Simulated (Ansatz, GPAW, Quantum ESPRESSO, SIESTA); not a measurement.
Ga3Se: 4 runs at one level of theory

```
Se Ga
1.0
     4.43246    0.00000    0.00000
     0.00000    4.43246    0.00000
     0.00000    0.00000    4.43246
Se Ga
1 3
Direct
  0.00095 0.00236 0.00273
  0.51229 0.49150 0.99960
  0.50638 0.00118 0.49701
  0.00502 0.49849 0.49096
```

The cell comes from a database or a generator and needn't be the stable form of this composition.

Atoms were shifted at random by some hundredths of an Å from the given cell, which wasn't relaxed again for these runs.

Alike in all runs: task single point; functional PBE; k mesh 6 × 6 × 6; occupations fermi-dirac, width 0.05 eV; no spin polarisation; no spin-orbit coupling. Pressure is positive in compression and, in plane waves, holds the error of the finite cutoff, which Ansatz's Pulay term estimates and takes out.

```tsv
program and potentials	plane-wave cutoff (eV)	notes	band gap (eV)	pressure (GPa)	largest force (eV/Å)	energy over the undisturbed cell (meV/atom)
Ansatz, Ansatz PAW	420	13.75 valence electrons an atom on average; Pulay term of +0.03 GPa included	no gap	-0.52	0.083	0.87
Quantum ESPRESSO, SSSP 1.3 efficiency PBE	952	11.25 valence electrons an atom on average	?	?	?	?
SIESTA, files PseudoDojo sr-pbe-0.4.1-standard, DZP (energy shift 0.003 Ry; two zetas on semicore shells)	-	atomic basis; 13.75 valence electrons an atom on average	no gap	0.42	0.115	1.53
GPAW, GPAW PAW data sets (gpaw-data 1.2.1)	600	3.75 valence electrons an atom on average	no gap	-0.80	0.086	0.89
```

Problem. Estimate from the other rows what the run with Quantum ESPRESSO, SSSP 1.3 efficiency PBE gave.

Solution. No band gap; pressure -0.62 GPa; largest force 0.083 eV/Å; energy over the undisturbed cell 0.88 meV/atom. The other rows, which needn't bracket it: pressure -0.80 to 0.42; largest force 0.083 to 0.115; energy over the undisturbed cell 0.87 to 1.53.
